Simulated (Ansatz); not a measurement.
Geometry optimisation in Ansatz: input, command and trajectory.

```yaml
crystal:
  lattice:
    - [2.8168799319, 0.0, 0.0]
    - [0.0, 2.8168799319, 0.0]
    - [0.0, 0.0, 3.8880896199]
  atoms:
    - { symbol: Fe, position: [0.0, 0.0, 0.0], spin: 3.28 }
    - { symbol: Pt, position: [0.5, 0.5, 0.5], spin: 0.42 }
basis:
  ecutwfc: 420
kpoints:
  mp_grid: { grid: [16, 16, 12] }
hamiltonian:
  xc: pbe
scf:
  occupations: { method: gaussian, width: 0.1 }
output:
  forces: true
  stress: true
  eigenvalues: true
  populations: true
  write_density: true
  write_potential: true
  elf: true
  volumetric_format: npy
magnetization:
  spin_polarized: true
relax:
  adjacent_minimum: "off"
  f_tol: 0.01
  max_steps: 30
  cell: { stress_tol: 0.1, fix: [volume] }
```

```bash
ansatz run input.yaml --threads 1 --pin off --max-ram 2560MiB --backend cpu --events-out ev --progress --plain --runs-dir out
```

Computed with DFT PBE, scalar-relativistic, plane waves, PAW (Ansatz 0.2.0).

The volume is held at 1.1 times that of the relaxed cell.

Of 3 frames 3 are shown, positions in Å and forces in eV/Å; the SCF threshold varies from step to step. Steps run on the plane waves of an earlier cell, with a Pulay correction in the pressure. The basis is chosen afresh for the last frame, the zero of the energies, and at times for earlier ones too; energy and pressure step there, also at an unchanged geometry.

```xyz
2
Lattice="2.8169 0.0000 0.0000 0.0000 2.8169 0.0000 0.0000 0.0000 3.8881" Properties=species:S:1:pos:R:3:forces:R:3 pbc="T T T" step=1 free_energy_over_end_meV_per_atom=0.01 pressure_GPa=-15.14
Fe    0.0000    0.0000    0.0000    0.0000    0.0000    0.0000
Pt    1.4084    1.4084    1.9440    0.0000    0.0000    0.0000
2
Lattice="2.8185 0.0000 0.0000 0.0000 2.8185 0.0000 0.0000 0.0000 3.8837" Properties=species:S:1:pos:R:3:forces:R:3 pbc="T T T" step=2 free_energy_over_end_meV_per_atom=0.00 pressure_GPa=-15.14
Fe    0.0000    0.0000    0.0000    0.0000    0.0000    0.0000
Pt    1.4092    1.4092    1.9419    0.0000    0.0000    0.0000
2
Lattice="2.8185 0.0000 0.0000 0.0000 2.8185 0.0000 0.0000 0.0000 3.8837" Properties=species:S:1:pos:R:3:forces:R:3 pbc="T T T" step=3 free_energy_over_end_meV_per_atom=0.00 pressure_GPa=-15.14
Fe    0.0000    0.0000    0.0000    0.0000    0.0000    0.0000
Pt    1.4092    1.4092    1.9419    0.0000    0.0000    0.0000
```

The run took 76 s on 1 thread of Arm Neoverse V2, with other jobs on the host, peak memory 0.62 GiB.

Spin-orbit coupling is left out, which matters for the bands of heavy elements. Only parallel moments were tried here.